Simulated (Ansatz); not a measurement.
Total density of states per atom from the program Ansatz at the PBEsol level (PAW), in 0.25 eV bins, energy from the valence-band maximum:

```
E (eV) | states/eV/atom
    -7.85 |  0.00
    -7.60 |  0.00
    -7.35 |  0.00
    -7.10 |  0.00
    -6.85 |  0.00
    -6.60 |  0.00
    -6.35 |  0.00
    -6.10 |  0.00
    -5.85 |  0.00
    -5.60 |  0.00
    -5.35 |  0.00
    -5.10 | ### 0.11
    -4.85 | ############### 0.66
    -4.60 | ################### 0.83
    -4.35 | ############ 0.52
    -4.10 | ################### 0.83
    -3.85 | ###################### 0.95
    -3.60 | #### 0.17
    -3.35 | ################### 0.84
    -3.10 | ################### 0.85
    -2.85 | ######################## 1.04
    -2.60 | ##################### 0.90
    -2.35 | ##################### 0.92
    -2.10 | ############################ 1.22
    -1.85 | ################## 0.80
    -1.60 | ################### 0.84
    -1.35 | ############################## 1.30
    -1.10 | ######################## 1.03
    -0.85 | ####################### 1.00
    -0.60 | ################## 0.79
    -0.35 | ###### 0.27
    -0.10 | ### 0.11
     0.15 |  0.00
     0.40 |  0.00
     0.65 |  0.00
     0.90 |  0.00
     1.15 |  0.00
     1.40 |  0.00
     1.65 |  0.00
     1.90 |  0.00
     2.15 |  0.00
     2.40 |  0.00
     2.65 | ###### 0.25
     2.90 | ######## 0.33
     3.15 | #################### 0.88
     3.40 | ######################### 1.08
     3.65 | ### 0.15
     3.90 | ####### 0.31
     4.15 | ################### 0.80
     4.40 | ####################### 1.02
     4.65 | ################# 0.73
     4.90 | ################ 0.71
     5.15 | ############### 0.63
     5.40 | ###### 0.28
     5.65 | ### 0.12
     5.90 | ##### 0.23
     6.15 | ########### 0.46
     6.40 | ############ 0.54
     6.65 | ############### 0.63
     6.90 | ############### 0.63
     7.15 | ######### 0.40
     7.40 | ########## 0.45
```

Q: Which of these materials gives this?
(A) VSb2, I4/mcm (Sb on 8h, V on 4a)
(B) VInO4, Cmcm (V on 4c, In on 4a, O on 8f, O on 8g)
(C) VBiO4, I4_1/amd (V on 4b, Bi on 4a, O on 16h)
(D) SnO2, rutile

A: C, VBiO4, I4_1/amd (V on 4b, Bi on 4a, O on 16h). Top 1 eV of the valence band: O 2p 87 %, Bi 6s 6 %. Bottom 1 eV of the conduction band: V 3d 65 %, O 2p 23 %, Bi 6p 9 %. Projections are on Löwdin-orthogonalised atomic valence shells; empty p or d shells of many metals are not among them.

The workflow started from a Materials Project entry (that database holds measured and hypothetical structures alike); the Crystallography Open Database files this formula in space group No. 141, but the cells were not matched. It is not the phase usual at ambient conditions (space group No. 88). Symmetry was held in the PBEsol relaxation; its stability against distortions is not shown here. The run is not spin-polarised. No Hubbard U is applied. Spin–orbit coupling is left out wherever it is not named.

Potentials: the later of the program's two PAW sets.
